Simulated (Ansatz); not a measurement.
Rb2CdI4: computed property card

Rb$_{2}$CdI$_{4}$:
```
Rb2CdI4
1.0
    7.87241     0.00000     0.00000
    0.00000     7.96993     0.00000
   -2.96929     0.00000     9.13453
Rb Cd I
4 2 8
Cartesian
  0.15869   1.99248   5.08522
  4.74442   5.97745   4.04932
  1.78634   1.99248   0.59261
  3.11677   5.97745   8.54192
  4.08399   1.99248   6.38596
  0.81912   5.97745   2.74858
  3.45859   1.99248   3.71850
  1.44452   5.97745   5.41604
  7.00930   0.11206   2.18631
 -2.10619   7.85787   6.94822
 -2.10619   4.09703   6.94822
  7.00930   3.87290   2.18631
  1.98421   1.99248   8.13629
  2.91890   5.97745   0.99825
```

Space group P2_1/m (No. 11); conventional cell a = 7.8724 Å, b = 7.9699 Å, c = 9.6050 Å, α = 90.00°, β = 108.01°, γ = 90.00°.

Method: DFT-LDA in the program Ansatz with PAW potentials. Geometry: relaxed at this level of theory. Other levels are named where they apply.

Cell and energy:

```
Quantity                                                      Result
-----------------------------------------------------  -------------
Volume per atom                                             40.94 Å³
Density                                                   4.58 g/cm³
Formation energy from the elements (no fitted shifts)  -1.09 eV/atom
```

Electronic structure:

```
Quantity                                                  Value
-----------------------  --------------------------------------
Band gap                                       2.57 eV (direct)
Valence-band maximum                                       at Γ
Conduction-band minimum                                    at Γ
Electron effective mass  0.29, 0.29, 0.41 mₑ (principal values)
Hole effective mass        0.22, 2.9, 4.7 mₑ (principal values)
```

Mechanics:

```
Quantity                              Result
----------------------------------  --------
Bulk modulus (Birch–Murnaghan fit)  12.3 GPa
Pressure derivative B′                   6.1
```

The workflow started from a Materials Project entry (that database holds measured and hypothetical structures alike); the Crystallography Open Database copy checked does not list it. Its standing as an ambient phase is unchecked. Symmetry was held in the LDA relaxation; its stability against distortions is not shown here. The references are the lowest solids computed at this level, not always the standard phases. Spin–orbit coupling is left out wherever it is not named.

Potentials: the later of the program's two PAW sets.
